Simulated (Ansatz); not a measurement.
CoO (wurtzite, P6_3mc), DFT-r²SCAN in the program Ansatz with PAW potentials. The conduction-band minimum lies at Γ, with 1 equivalent valley. Second derivatives d²E/dk² of the lowest band at one valley (eV·Å²), along Cartesian directions:

```tsv
direction	d²E/dk²
[100]	21.75
[010]	21.75
[001]	16.77
[110]	21.75
[101]	19.26
[011]	19.26
```

Question: Find the principal effective masses, the density-of-states mass and the conductivity mass.

Answer: Off-diagonal terms follow from H_xy = H[110] − (H_xx + H_yy)/2, and m*/mₑ = 7.620 eV·Å² over each eigenvalue: 0.35, 0.35, 0.45. One valley's DOS mass (m₁m₂m₃)^(1/3) = 0.38, conductivity mass 3/(Σ 1/mᵢ) = 0.38 mₑ.

Question: What effective density of states Nc follows at 300 K for parabolic valleys?

Answer: Nc = 2.509e19 × 1 × (0.38)^(3/2) ≈ 5.9e18 cm⁻³.

The first step of the workflow began from a Materials Project structure, measured or hypothetical; the Crystallography Open Database copy checked does not list it. It is not the phase usual at ambient conditions (space group No. 225). Symmetry was held in the r²SCAN relaxation, as lowered by the spin order; its stability against distortions is not shown here. Spin order of the final state: antiferromagnetic, chosen from 3 collinear starts compared on coarse meshes (ties went to the first, and starts can fall back to one state), not a proven ground state. Other orbital occupations within this spin state were not tried. No Hubbard U is applied. Point labels and valley counts follow the cell and symmetry of the run, lower than the named group.

Potentials: the later of the program's two PAW sets.

Edges and masses are those of Kohn–Sham bands, whose gap is no quasiparticle gap.
